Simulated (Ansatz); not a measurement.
**KYbO2F2: reading a single point**

```xyz
6
Lattice="1.3064 -3.9909 0.0000 0.0000 2.2092 -3.5711 5.4429 3.9909 0.0000" Properties=species:S:1:pos:R:3 pbc="T T T"
F     0.8352    0.2734   -2.2998
F     5.9140    1.9359   -1.2713
O     1.7988    2.7980   -3.2069
O     4.9505   -0.5888   -0.3643
K     3.3746    1.1046   -1.7856
Yb    0.0000    0.0000    0.0000
```

Method: PBE, spin-orbit coupling; PAW, plane waves to 420 eV, 5×5×5 Γ-centred mesh, fermi-dirac occupations (width 0.1 eV) (Ansatz 0.2.0), atoms fixed.

Magnetic state (reached from a saved solution, and it need not be the lowest): O3 along (0.93, 0.31, 0.19), O4 along (0.93, 0.31, 0.19), Yb6 along (0.93, 0.31, 0.19).

**Stress.** The pressure is 0.4 GPa (compression positive), so with the atoms held at these fractions the cell is close to zero pressure. The principal stresses -2.3, -2.3, 5.8 GPa differ, so its shape would change too.
**Moments.** O3 0.70, O4 0.70, Yb6 0.63 μB of spin moment in Bader basins; net size 2.10 μB a cell.
**Formation energy.** -2.10 eV an atom against the elements' usual phases (free molecules for gases, crystals otherwise, with no correction for O₂ or N₂), so it is bound against them; other compounds may still compete. Relaxing would lower it.
**Electronic structure.** Counting bands on this mesh leaves a gap of 0.15 eV, but it is narrow, so a finer mesh and a narrower smearing would have to settle it.
**Forces.** The largest is on O3 (and as large on other atoms): 0.59 eV/Å, components (0.55, 0.18, 0.11). It makes 180° with the line to a nearest neighbour, Yb6 at 1.93 Å, pointing away from it.

Origin: a known structure type with other elements, at an estimated volume, so it need not be a known compound. Caveats: semilocal functionals often miss the gap of such magnets; the k mesh is coarse if the cell is a metal; the gap is not wide against the smearing; the SCF threshold is loose for a stress; f shells without a U or exact exchange are poorly placed.
